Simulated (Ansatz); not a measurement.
One crystal and one scan (scan of one atom of the cell) at two levels, PBE (plane waves to 420 eV, PAW, scalar-relativistic; Ansatz, a first-principles code) and r2SCAN (plane waves to 500 eV, PAW, scalar-relativistic; Ansatz), each from its own relaxed cell and on its own mesh.

The crystal is CsPbCl3 (cubic perovskite); one Cl atom of a 5-atom cell moves by s along Cartesian [111], with its periodic images.

Energies are smeared free energies. CsPbCl3 was relaxed with its symmetry unable to fall. Spin-orbit coupling is left out, though Pb is heavy. The PAW data are Ansatz's earlier set. This is a high-temperature form of CsPbCl3. Both scans cover s from -0.570 to 0.570 Å.

```csv
quantity,run 1,run 2
Lattice constant a (Å),5.736,5.674
Energy at s = 0.570 Å (meV/cell),139.3,162.7
Force along the line at s = -0.570 Å (eV/Å),0.596,0.696
Force constant k = d²E/ds² at s = 0 (finite differences) (eV/Å²),0.63,0.74
```

Task: Which run is which level?

Result: Run 1 is PBE, run 2 is r2SCAN. PBE gives the higher value for: lattice constant a. PBE gives the lower value for: energy at s = 0.570 Å; force along the line at s = -0.570 Å; force constant k = d²E/ds² at s = 0. Both give the same symmetry of the curve: even: the same for both signs. Neither level is exact: the differences show how much the result hangs on the functional.

(For displaced atoms, the force is minus the slope of the energy, and its curvature is a force constant, which sets phonon frequencies.)
